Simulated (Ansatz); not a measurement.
Relaxed LiNbO2 (space group P6_3/mmc):

```yaml
crystal:
  lattice:
    - [2.87039, 0.00000, 0.00000]
    - [-1.43520, 2.48583, 0.00000]
    - [0.00000, 0.00000, 10.22534]
  atoms:
    - { symbol: Li, position: [0.00000, 0.00000, 0.00000] }
    - { symbol: Li, position: [0.00000, 0.00000, 0.50000] }
    - { symbol: Nb, position: [0.33333, 0.66667, 0.75000] }
    - { symbol: Nb, position: [0.66667, 0.33333, 0.25000] }
    - { symbol: O, position: [0.33333, 0.66667, 0.12224] }
    - { symbol: O, position: [0.66667, 0.33333, 0.87776] }
    - { symbol: O, position: [0.66667, 0.33333, 0.62224] }
    - { symbol: O, position: [0.33333, 0.66667, 0.37776] }
```

A phonon eigenvector at Γ is frozen into this cell: atom i moves by Q times the vector below, so Q is the largest atomic displacement, in Å. The cell is held.

```csv
atom,x,y,z
O5,0.000,0.000,1.000
O6,0.000,0.000,-1.000
O7,0.000,0.000,1.000
O8,0.000,0.000,-1.000
```

Atoms not listed stay in place.

These are LDA (plane waves to 420 eV, PAW, scalar-relativistic; Ansatz, a program for electronic structure) values and carry that method's errors. k mesh 13×13×4 (Γ-centred), Fermi-Dirac smearing 0.05 eV. Energies are smeared free energies. LiNbO2 is run without spin polarisation and with no Hubbard U. LiNbO2 was relaxed with its symmetry unable to fall. ΔE is measured from the undisplaced structure.

```json
[
 {"Q (Å)": "-0.180", "ΔE (meV/cell)": "1428"},
 {"Q (Å)": "-0.150", "ΔE (meV/cell)": "1008"},
 {"Q (Å)": "-0.120", "ΔE (meV/cell)": "withheld"},
 {"Q (Å)": "-0.090", "ΔE (meV/cell)": "375"},
 {"Q (Å)": "-0.060", "ΔE (meV/cell)": "170"},
 {"Q (Å)": "-0.030", "ΔE (meV/cell)": "43"},
 {"Q (Å)": "0.000", "ΔE (meV/cell)": "0"},
 {"Q (Å)": "0.030", "ΔE (meV/cell)": "45"},
 {"Q (Å)": "0.060", "ΔE (meV/cell)": "183"},
 {"Q (Å)": "0.090", "ΔE (meV/cell)": "420"},
 {"Q (Å)": "0.120", "ΔE (meV/cell)": "761"},
 {"Q (Å)": "0.150", "ΔE (meV/cell)": "1215"},
 {"Q (Å)": "0.180", "ΔE (meV/cell)": "1789"}
]
```

Question: Fit a polynomial form (powers 2, 3, 4) to the given rows and predict ΔE at Q = -0.120.

Answer: Least squares on the 12 given rows: ΔE = (48840)·Q² + (30860)·Q³ + (24830)·Q⁴, in meV/cell with Q in Å; root-mean-square residual 0.5 meV/cell. At -0.120 the fit gives 655 meV/cell; the calculation gives 656 meV/cell, so the interpolation is off by -1 (-0.2 %). The quadratic term alone would give 703 meV/cell.

(For displaced atoms, the force is minus the slope of the energy, and its curvature is a force constant, which sets phonon frequencies.)
